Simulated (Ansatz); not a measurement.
The start is a generated trial cell of Ta in the AFLOW prototype A_oF8_70_a. The cell and all atomic positions are relaxed at zero pressure with PBEsol (plane waves to 420 eV, PAW, scalar-relativistic; Ansatz, an electronic-structure program). The first steps use a coarse 13×13×13 k-mesh.

Initial structure:
```yaml
crystal:
  lattice:
    - [0.00000, 2.65878, 4.68405]
    - [1.45596, 0.00000, 4.68405]
    - [1.45596, 2.65878, 0.00000]
  atoms:
    - { symbol: Ta, position: [0.25000, 0.25000, 0.25000] }
    - { symbol: Ta, position: [0.00000, 0.00000, 0.00000] }
```

- Outcome = The space group stays Fddd (No. 70) (the run could not lower it); the end is AFLOW prototype A_oF8_70_a, with 2 atoms in the primitive cell
- Energy released = 0.04 eV/atom
- Volume change = -0.6 %, from 18.13 to 18.02 Å³/atom
- Shortest distances (start → end) = The closest pairs of elements (up to four, under 3.6 Å), start → end: Ta–Ta 2.79 → 2.84 Å
- Band gap at the end = zero (metallic)
- Optimiser moves = 10

It ends as:

Space group Fddd, origin choice 1 (No. 70); a = 2.842 Å, b = 5.157 Å, c = 9.838 Å, α = β = γ = 90.00°

| atom | site | symmetry | x | y | z |
|---|---|---|---|---|---|
| Ta | 8a | 222 | 0.0000 | 0.0000 | 0.0000 |
(The calculation used a cell of 2 atoms; values per cell refer to that cell.)

Final values are on a 19×19×19 k-mesh of the relaxed cell. No spin polarisation in the result.

The run could not lose the symmetry of its start; a randomly shaken copy of 4 atoms returns to this structure.

All atoms sit on sites fixed by symmetry, so only the cell could relax.

The relaxed structure here is a generated cell of Ta: the first start was made by placing the elements on the sites of a structure type, and the end was not matched to a known phase here, so it may be hypothetical. Known forms of Ta include space group No. 229.
